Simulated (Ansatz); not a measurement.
ZnCu (CsCl type)

```xyz
4
Lattice="5.8166 0.0000 0.0000 0.0000 2.9083 0.0000 0.0000 0.0000 2.9083" Properties=species:S:1:pos:R:3 pbc="T T T"
Zn     0.0000     0.0000     0.0000
Zn     2.9083     0.0000     0.0000
Cu     1.4541     1.4541     1.4541
Cu     4.3624     1.4541     1.4541
```

In each cell atom 3 (Cu, nearest neighbour Zn at 2.519 Å; its periodic images, 2.9 Å or more away, move with it) moves by s·(1.000, 0.000, 0.000) (along Cartesian x), the rest being held.

All values below come from PBEsol (plane waves to 420 eV, PAW, scalar-relativistic; Ansatz, a first-principles code). k mesh 7×13×13 (Γ-centred), Fermi-Dirac smearing 0.05 eV. The energy includes the smearing's −TS. With partly filled bands, energies and forces of such displacements shift with the k mesh and the smearing. ZnCu is run without spin polarisation. ZnCu was relaxed with its symmetry unable to fall. The zero of ΔE is the undisplaced structure. The last digit holds for this mesh only.

```
s (Å)   ΔE (meV/cell)
------  -------------
-0.760         1886.5
-0.608       withheld
-0.456          615.1
-0.304          265.8
-0.152           65.4
0.000             0.0
0.152            65.4
0.304           265.8
0.456           615.1
0.608        withheld
0.760          1886.5
```

Task: Fit an even polynomial form (powers 2, 4, 6) to the given rows and predict ΔE at s = -0.608.

Result: Least squares on the 9 given rows: ΔE = (2816)·s² + (632.7)·s⁴ + (255.1)·s⁶, in meV/cell with s in Å; root-mean-square residual 0.13 meV/cell. At -0.608 the fit gives 1140.3 meV/cell; the calculation gives 1139.2 meV/cell, so the interpolation is off by 1.1 (+0.1 %). The quadratic term alone would give 1041.0 meV/cell.

(A displaced cell: forces are minus the slopes of the energy, force constants its curvatures, and phonons follow from these.)
